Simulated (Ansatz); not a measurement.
The start is a relaxed AlNi3 cell, doubled along one cell vector, shaken by Gaussian noise of σ = 0.08 Å a coordinate. The structure is fully relaxed (lattice and positions, P = 0) with PBEsol (plane waves to 420 eV, PAW, scalar-relativistic; Ansatz, a program for electronic structure). The first steps use a coarse 5×10×13 k-mesh.

The start:
```
CELL_PARAMETERS angstrom
     -3.60042     3.60042     6.75778
      1.80021    -1.80021     3.37889
      1.80021     1.80021    -3.37889
ATOMIC_POSITIONS crystal
  Ni 0.23853 0.53052 0.97577
  Ni 0.75592 0.49704 0.02069
  Ni 0.39260 0.22816 0.49628
  Ni 0.87500 0.25899 0.48266
  Ni 0.11515 0.74502 0.49495
  Ni 0.60716 0.73565 0.46502
  Al 0.01229 0.98748 0.01218
  Al 0.50550 0.03000 0.02667
```

| Item | Value |
|---|---|
| Initial pressure | +4.0 GPa (positive: the cell is compressed) |
| Energy released | 0.08 eV/atom |
| Shortest distances (start → end) | The closest pairs of elements (up to four, under 3.6 Å), start → end: Ni–Ni 2.27 → 2.47 Å; Al–Ni 2.32 → 2.47 Å; Al–Al 3.53 → 3.60 Å |
| Band gap at the end | no gap (metallic) |
| Optimiser moves | 4 |

The end point of the relaxation:

```cif
data_Al2Ni6
_chemical_formula_sum 'Ni6 Al2'
_space_group_name_H-M_alt 'I4/mmm'
_space_group_IT_number 139
_space_group_name_Hall '-I 4 2'
_cell_length_a 3.59980
_cell_length_b 3.59980
_cell_length_c 6.75992
_cell_angle_alpha 90.000
_cell_angle_beta 90.000
_cell_angle_gamma 90.000
loop_
_atom_site_label
_atom_site_type_symbol
_atom_site_symmetry_multiplicity
_atom_site_Wyckoff_symbol
_atom_site_fract_x
_atom_site_fract_y
_atom_site_fract_z
_atom_site_occupancy
Ni1 Ni 2 a 0.00000 0.00000 0.00000 1
Ni2 Ni 4 d 0.00000 0.50000 0.25000 1
Al1 Al 2 b 0.00000 0.00000 0.50000 1
```
(The calculation used a cell of 4 atoms; values per cell refer to that cell.)

Final values are on a 18×18×18 k-mesh of the relaxed cell. No spin polarisation in the result. A magnetic state may lie lower.

The relaxed structure here is a generated cell of AlNi3: the first start was made by placing the elements on the sites of a structure type, and the end was not matched to a known phase here, so it may be hypothetical. Known forms of AlNi3 include space group No. 221.
